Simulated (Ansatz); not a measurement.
**Question.** Name crystals whose computed values (DFT-LDA in the program Ansatz with PAW potentials) fall in these windows: gap (eV) 1.8 to 2.2; Θ_D (K) 110 to 160; B₀ by P(V) fit (GPa) 15 to 21.

**Answer.** 

```
crystal                            gap (eV)  Θ_D (K)  B₀ by P(V) fit (GPa)
---------------------------------  --------  -------  --------------------
CdI2, P-3m1 (Pearson symbol hP15)      2.08      133                  18.2
```
Others may fit too.

Standing as an ambient phase not checked: CdI2, P-3m1 (Pearson symbol hP15). Weakly bound layers, chains or molecules computed without a dispersion correction, so cells and soft constants are ill determined: CdI2, P-3m1 (Pearson symbol hP15). The cell was relaxed under the symmetry of its start. Scalar-relativistic: spin–orbit coupling is off unless named, which matters more the heavier the elements.

Potentials: the later of the program's two PAW sets.
